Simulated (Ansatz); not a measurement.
ZrC:
```yaml
crystal:
  lattice:
    - [0.00000, 2.32070, 2.32070]
    - [2.32070, 0.00000, 2.32070]
    - [2.32070, 2.32070, 0.00000]
  atoms:
    - { symbol: C, position: [0.00000, 0.00000, 0.00000] }
    - { symbol: Zr, position: [0.50000, 0.50000, 0.50000] }
```

Relaxed with LDA. Special points in fractions of this cell's reciprocal vectors: Γ (0.000, 0.000, 0.000); X (0.500, 0.000, 0.500); U (0.625, 0.250, 0.625); K (0.375, 0.375, 0.750); L (0.500, 0.500, 0.500); W (0.500, 0.250, 0.750).

List the band energies nearest the Fermi level at these points for DFT-LDA in the program Ansatz with PAW potentials.

In eV from the Fermi level; about four levels below and three above (degenerate sets whole), none deeper than 8.9 eV; points with the same levels are listed once.

```csv
k,below,above
Γ,–,0.96 0.96 0.96
X,-1.95 -1.91,0.13 0.13 4.67
U,-3.10 -2.23 -1.60,1.52 5.07 5.60
L,-7.94 -5.45 -3.05 -3.05,4.68 4.68 5.54
W,-2.72 -2.33 -2.33,3.37 3.37 5.93
```

Space group Fm-3m (rock salt). Symmetry was held in the LDA relaxation; of distortions, only those at the zone centre were tested. No spin polarisation was allowed. Scalar-relativistic: spin–orbit coupling is off unless named, which matters more the heavier the elements.

Potentials: the later of the program's two PAW sets.
